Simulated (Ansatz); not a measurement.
AlN:
Space group P4/mmm (No. 123); a = b = 2.667 Å, c = 4.000 Å, α = β = γ = 90.00°

| atom | site | symmetry | x | y | z |
|---|---|---|---|---|---|
| Al | 1c | 4/mmm | 0.5000 | 0.5000 | 0.0000 |
| N | 1a | 4/mmm | 0.0000 | 0.0000 | 0.0000 |

Relaxed with r²SCAN+D4. Plane-wave PAW r²SCAN+D4 (Ansatz code) gives a gap of 0.76 eV.

**Question.** What gap does HSE06 give on the same cell (Ansatz, PAW)?

**Answer.** 1.40 eV, 0.65 eV more. The hybrid was solved on a coarser mesh and at special points; its gap is the smallest among all of these.

```json
[
 {"k": "Γ", "v1 r²SCAN+D4": "-1.15", "c1 r²SCAN+D4": "0.76", "v1 HSE06": "-1.33", "c1 HSE06": "1.40"},
 {"k": "Z", "v1 r²SCAN+D4": "-1.12", "c1 r²SCAN+D4": "5.54", "v1 HSE06": "-1.30", "c1 HSE06": "6.32"},
 {"k": "M", "v1 r²SCAN+D4": "0.00", "c1 r²SCAN+D4": "3.41", "v1 HSE06": "[?]", "c1 HSE06": "[?]"},
 {"k": "A", "v1 r²SCAN+D4": "-0.44", "c1 r²SCAN+D4": "4.79", "v1 HSE06": "[?]", "c1 HSE06": "[?]"},
 {"k": "R", "v1 r²SCAN+D4": "-0.73", "c1 r²SCAN+D4": "2.06", "v1 HSE06": "[?]", "c1 HSE06": "[?]"},
 {"k": "X", "v1 r²SCAN+D4": "-0.75", "c1 r²SCAN+D4": "5.39", "v1 HSE06": "[?]", "c1 HSE06": "[?]"}
]
```

**Question.** Top valence (v1) and lowest conduction level (c1) in eV from each method's valence maximum (which need not be a listed point): supply the withheld HSE06 values.

**Answer.** 
- A, v1 HSE06: -0.46
- A, c1 HSE06: 5.26
- X, v1 HSE06: -0.89
- X, c1 HSE06: 6.14
- M, v1 HSE06: 0.00
- M, c1 HSE06: 3.93
- R, v1 HSE06: -0.87
- R, c1 HSE06: 2.67

Cost on shared cores: the r²SCAN+D4 run (SCF on a 10×10×7 mesh, then bands and DOS) around 12 core-seconds (rough), the HSE06 run (SCF on 8×8×5, then a few points) very roughly 50 core-seconds; the tasks are unlike.

The cell is a constructed one: a structure type filled with these elements; neither database checked (COD, Materials Project) lists it. It is not the phase usual at ambient conditions (space group No. 186, 216). The cell was relaxed with r²SCAN+D4 under the symmetry of its start. At this level the phase is dynamically unstable (imaginary phonons).

Potentials: the later of the program's two PAW sets.
